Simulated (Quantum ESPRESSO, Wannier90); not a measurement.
Wannier functions of BeSe (zinc blende)

Materials Project entry mp-1541; symmetrised, unrelaxed at this level. COD (Crystallography Open Database) has an entry of this formula and space group (matched by these alone). Level: LDA, no spin polarisation, no spin-orbit coupling; pw.x of Quantum ESPRESSO at 71 Ry with PseudoDojo potentials, 10×10×10 k-points, Wannier90. Density: 10×10×10 mesh, cold smearing 0.01 Ry. Spin-orbit coupling, left out, would split the p-like bands by a few tenths of an eV.

```
begin unit_cell_cart
ang
    0.0000000000    2.5839700000    2.5839700000
    2.5839700000    0.0000000000    2.5839700000
    2.5839700000    2.5839700000    0.0000000000
end unit_cell_cart
mp_grid = 10 10 10
```

Neighbour vectors b of the finite-difference formula (Å⁻¹), by shell:

```
shell       b_x       b_y       b_z
-----  --------  --------  --------
1       0.12158   0.12158  -0.12158
1       0.12158  -0.12158   0.12158
1      -0.12158   0.12158   0.12158
1       0.12158   0.12158   0.12158
1      -0.12158  -0.12158   0.12158
1      -0.12158   0.12158  -0.12158
1       0.12158  -0.12158  -0.12158
1      -0.12158  -0.12158  -0.12158
```

### Question
Find the weights w_b from the completeness condition Σ_b w_b b_α b_β = δ_αβ.

### Answer
Shell 1: Σ b_x² = 0.118, Σ b_y² = 0.118, Σ b_z² = 0.118 Å⁻²
Each of the three diagonal sums, weighted, has to give 1 and the off-diagonal ones 0, which holds for w_1 = 8.46 Å². Check on xx: 8.46×0.118 = 1.00.

On this mesh the 4 functions of bands 7-10 (valence bands; start: s functions at the bond centres, conv_tol = 1.0e-6) end with spreads 1.5234, 1.5234, 1.5234, 1.5234 Å², Ω_I = 5.4712 Å² and Ω_D = 0.0009 Å².

Ω_total is the sum of the spreads, 6.094 Å². Ω_OD = Ω_total − Ω_I − Ω_D = 0.622 Å². Only (Ω_D + Ω_OD)/Ω_total = 10.2 % depends on the gauge, and another start could lower the total by that share at most. The rms radius is √(Ω_total/4) = 1.23 Å.
